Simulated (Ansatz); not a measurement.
# MgS: Core-level photoemission

Cell: a computed structure from the Materials Project (it need not be an observed phase), atoms as given, repeated to a supercell; a hole's nearest image is 7.4 Å away.

```cif
data_MgS
_symmetry_space_group_name_H-M 'Fm-3m'
_symmetry_Int_Tables_number 225
_cell_length_a 5.2088
_cell_length_b 5.2088
_cell_length_c 5.2088
_cell_angle_alpha 90.000
_cell_angle_beta 90.000
_cell_angle_gamma 90.000
loop_
_atom_site_label
_atom_site_type_symbol
_atom_site_symmetry_multiplicity
_atom_site_Wyckoff_symbol
_atom_site_fract_x
_atom_site_fract_y
_atom_site_fract_z
Mg1 Mg 4 a 0.0000 0.0000 0.0000
S9 S 4 b 0.5000 0.5000 0.5000
```

One atom of each set is listed; the run and its k-mesh use a cell of 16 atoms with edges of 7.37, 7.37, 7.37 Å.

Level of theory: DFT, PBE, plane waves and PAW, scalar-relativistic, 420 eV cutoff, Γ-centred 3×3×3 k-points, fixed occupations (Ansatz 0.2.0).

Each value is a total-energy difference between the cell with one core hole and the ground state (ΔSCF), counted from the top of the valence band. The valence electrons get no spin in the cell with the hole, so they can't polarise against the unpaired core electron; that puts absolute values high, by some tenths of an eV and in some cases by about 1 eV. The periodic images are corrected with the calculated ε∞ = 5.40.

Question: What binding energies does the calculation give for Mg 1s, S 2p?

Answer: 

| line | atom | first shell | E_B (eV) | j = l + ½ / j = l − ½ (eV) |
| --- | --- | --- | --- | --- |
| Mg 1s | 1 | 6 S at 2.60 Å | 1301.4 | – |
| S 2p | 9 | 6 Mg at 2.60 Å | 160.6 | 160.2 / 161.4 |

For p, d and f shells E_B is the weighted mean of the two lines, whose splitting comes from the free atom's Dirac orbitals.

The program doubts some values: the cell is too small to check the potential alignment. Absolute PBE values can be off by an eV or more. Multiplets, satellites and widths aren't calculated.
